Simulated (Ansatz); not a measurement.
A relaxed cell of B3Ir is given with its symmetry left out. The cell was found from a structure generator's guess, not taken from experiment.

Computed with Ansatz 0.2.0, DFT PBE, scalar-relativistic, plane waves, PAW. Cutoff 420 eV, Γ-centred mesh, Gaussian smearing, no spin polarisation.

```
B Ir
1.0
     3.23567    0.00000    0.00000
     0.00000    3.23567    0.00000
     0.00000    0.00000    3.23567
B Ir
3 1
Direct
  0.00000 0.50000 0.50000
  0.50000 0.00000 0.50000
  0.50000 0.50000 0.00000
  0.00000 0.00000 0.00000
```

Formation energies are uncorrected and refer to the elements' standard structures at the same level.

(1) Find its symmetry and describe it.

(2) What is its formation energy per atom?

(3) Is it a metal?

Results:

(1) Pm-3m (No. 221), the Cu3Au (L1_2) type. Conventional cell: a = 3.236 Å. B is surrounded by 4 Ir at 2.29 Å and 8 B at 2.29 Å; Ir has 12 B at 2.29 Å.

(2) +1.02 eV/atom. It can't be a ground state, since the elements alone are lower.

(3) Yes, bands cross the Fermi level on the 14×14×14 mesh.

The last run used a 14×14×14 mesh for its 4-atom cell and Gaussian smearing of 0.10 eV. These runs have no spin–orbit coupling, which can matter for Ir. Symmetry constrained the relaxation, so the result can be a saddle point.
